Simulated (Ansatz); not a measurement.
Values for one crystal, relaxed and computed with the program Ansatz at the LDA level (PAW); other levels are named.

| Item | Result |
|---|---|
| Volume per atom | 36.84 Å³ |
| Band gap | 0.68 eV (indirect) |
| Smallest direct gap on the standard path | 1.04 eV |
| Valence-band maximum | at R (k = 0.000, 0.500, 0.500 in fractions of the reciprocal vectors) |
| Conduction-band minimum | on the Y–F0 line, 41 % of the way from Y (k = 0.435, -0.435, 0.000 in fractions of the reciprocal vectors) (2 equivalent valleys) |

### Question
Pick the material that matches.
A. Si, diamond
B. O, α-O2
C. I, molecular I2 type
D. Cl, molecular I2 type

### Answer
C, I, molecular I2 type

Space group Cmce (molecular I2 type). Symmetry was held in the LDA relaxation. A crystal of weakly bound units computed without a dispersion correction: the cell and the soft elastic constants depend strongly on that. Spin–orbit coupling is left out wherever it is not named.

Potentials: the earlier of the program's two PAW sets. The files were generated under PBE; for other functionals the program regenerates the frozen cores, and for LDA and PBEsol the local potential too.
